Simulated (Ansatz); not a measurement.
**WC**

**The experiment.** The Crystallography Open Database holds a cell as deposited of hexagonal WC (space group P-6m2), temperature not stated (2009, doi:10.2138/am.2009.3015): a, c = 2.902, 2.831 Å, 10.32 Å³/atom.

Computed with Ansatz (plane waves, PAW, 500 eV cutoff): r²SCAN, scalar-relativistic, no spin polarisation, Γ-centred 14×14×12 mesh, 0.05 eV Gaussian smearing. The datasets are Ansatz's generated set soft_2.

Space group P-6m2 (No. 187). a = 2.912 Å, b = 2.912 Å, c = 2.837 Å, α = 90.00°, β = 90.00°, γ = 120.00°
| atom | site | symmetry | x | y | z |
| --- | --- | --- | --- | --- | --- |
| W | 1a | -6m2 | 0.0000 | 0.0000 | 0.0000 |
| C | 1f | -6m2 | 0.6667 | 0.3333 | 0.5000 |

The chain of runs began from a measured cell (COD), expanded in volume.

The cell above was scaled in volume, and shape and atoms were relaxed at each volume within its symmetry. Energies are counted from the cell above.

The cell is relaxed to zero pressure at this level.

```tsv
V (Å³/atom)	ΔE (meV/atom)	P (GPa)
10.00	?	?
10.21	5.4	8.5
10.42	0.0	0.0
10.62	5.0	-7.6
10.83	19.5	-14.5
11.14	56.9	-23.6
```

(1) Fill in the withheld row.

(2) What do the points give for the equilibrium volume, the bulk modulus and its pressure derivative (third-order Birch–Murnaghan)?

Answers:

(1) ΔE (meV/atom): 22.5, P (GPa): 17.9.

(2) V0 = 10.42 Å³/atom, B0 = 402 GPa, B0′ = 4.2.

B0·V0 = 402.2 GPa × 10.42 Å³ = 26.15 eV/atom sets the scale: near the minimum ΔE ≈ ½ B0 V0 x², with x = V/V0 − 1, and a pressure of 4.0 GPa squeezes the volume by about 1 %. At the ends of the curve: x = −4.0 % predicts 20.9 meV/atom and the run gives 22.5; x = +7.0 % predicts 64.0 meV/atom and the run gives 56.9. Compression costs more and expansion less than the parabola says, since the crystal stiffens as it shrinks; B0′ measures that.

**Comparison.** The computed cell (2.912, 2.837 Å, 10.42 Å³/atom) differs from the database's by +0.9 % in volume, about +0.3 % in length. The static lattice lacks zero-point motion and thermal expansion, roughly 0.3 to 0.7 % in volume at 300 K (room temperature assumed) by Grüneisen's rule, γ·3k_BT/(B0·V0) with γ of 1 to 2.5, so this level's own overestimate is larger than the figure, nearer 1.2 to 1.6 %.

For elements this heavy, spin–orbit coupling would shift levels and gaps; it isn't included here. The run is a metal.
